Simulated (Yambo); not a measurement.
**How GW settings move the gap: RbBr**

G0W0@PBEsol for RbBr (rock salt, space group Fm-3m, No. 225) in Yambo. Reference settings: 4×4×4 Γ-centred k mesh, 145 bands and a 8 Ry block in the screening, 145 bands in G with the Bruneval-Gonze terminator, plasmon pole fitted at 27.2 eV. The PBEsol gap Γ → Γ on this mesh is 4.22 eV; G0W0 gaps are taken between the same points.

```csv
change from the reference,G0W0 gap Γ → Γ (eV),shift of the valence edge (eV),rough Yambo cost
reference settings,6.80,-1.92,1
"47 bands in W, 47 bands in G",6.71,-1.70,about 1/3
"89 bands in W, 89 bands in G",6.76,-1.85,within a factor of two
47 bands in G,6.78,-1.88,–
89 bands in G,6.79,-1.91,–
61 bands in W,6.74,-1.80,within a factor of two
1 Ry block,6.36,-1.53,about 1/2
3 Ry block,6.54,-1.70,within a factor of two
7 Ry block,6.77,-1.89,within a factor of two
pole fitted at 55 eV,6.93,-2.09,–
no random integration,6.69,-1.71,–
"47 bands in G, no terminator",6.55,-1.46,–
"89 bands in G, no terminator",6.70,-1.73,–
no terminator,6.77,-1.85,–
```

The reference isn't shown to be the converged limit. Costs are rough (shared machines), scaled to the same edge states, and given only for runs that recompute the screening.

Spin-orbit splittings are left out.

Geometry relaxed with PBEsol; primitive cell a = b = c = 4.839 Å, α = β = γ = 60.00°.

A shift is the quasiparticle energy of the state minus its PBEsol energy.
